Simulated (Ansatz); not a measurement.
Ge (diamond), conventional cell a = b = c = 5.676 Å, α = β = γ = 90.00°. The calculation uses the primitive cell of 2 atoms, to which meshes and values per cell refer.

The relaxed cell is deformed in two ways at once: its volume V is scaled, and at that volume it is stretched along z (the c axis of the conventional cell) so that c/a changes. Fractional atomic positions are held.

Computed with PBEsol (plane waves to 420 eV, PAW, scalar-relativistic; Ansatz, a first-principles code). k mesh 14×14×14 (Γ-centred), Fermi-Dirac smearing 0.05 eV. Compression counts positive. With partly filled bands, the response to shear is sensitive to the k mesh, so small differences along c/a are uncertain. Ge was relaxed with its symmetry unable to fall. The last digit holds for this mesh only.

Changes of σxx (GPa) from the point V/V₀ = 1.000, (c/a)/(c/a)₀ = 1.000 when one coordinate moves alone (two changes are said to add if the coupling is within 5 % of the smaller one, nearly so within 20 %):

| point | change |
|---|---|
| V/V₀ = 1.000, (c/a)/(c/a)₀ = 0.880 | -2.35 |
| V/V₀ = 1.000, (c/a)/(c/a)₀ = 0.940 | -1.29 |
| V/V₀ = 0.920, (c/a)/(c/a)₀ = 1.000 | 6.85 |
| V/V₀ = 0.960, (c/a)/(c/a)₀ = 1.000 | 3.02 |
| V/V₀ = 1.040, (c/a)/(c/a)₀ = 1.000 | -2.40 |
| V/V₀ = 1.080, (c/a)/(c/a)₀ = 1.000 | -4.29 |
| V/V₀ = 1.000, (c/a)/(c/a)₀ = 1.060 | 1.51 |
| V/V₀ = 1.000, (c/a)/(c/a)₀ = 1.120 | 3.11 |

Task: What is the change at V/V₀ = 1.080, (c/a)/(c/a)₀ = 0.940, where both move, and how far is it from the sum?

Result: The sum of the single changes is -4.29 + (-1.29) = -5.58; the calculation gives -5.46, so the coupling contributes 0.12 (under 20 % of the smaller single change, nearly additive).

Task: Do the two effects add at V/V₀ = 0.920, (c/a)/(c/a)₀ = 0.880? Give the computed change.

Result: The sum of the single changes is 6.85 + (-2.35) = 4.50; the calculation gives 4.27, so the coupling contributes -0.23 (under 20 % of the smaller single change, nearly additive).

Task: Do the two effects add at V/V₀ = 1.040, (c/a)/(c/a)₀ = 1.060? Give the computed change.

Result: The sum of the single changes is -2.40 + (1.51) = -0.89; the calculation gives -0.95, so they add (within 5 % of the smaller single change).

(A scan under strain: stresses follow from slopes of the energy per volume, elastic moduli from its curvatures.)
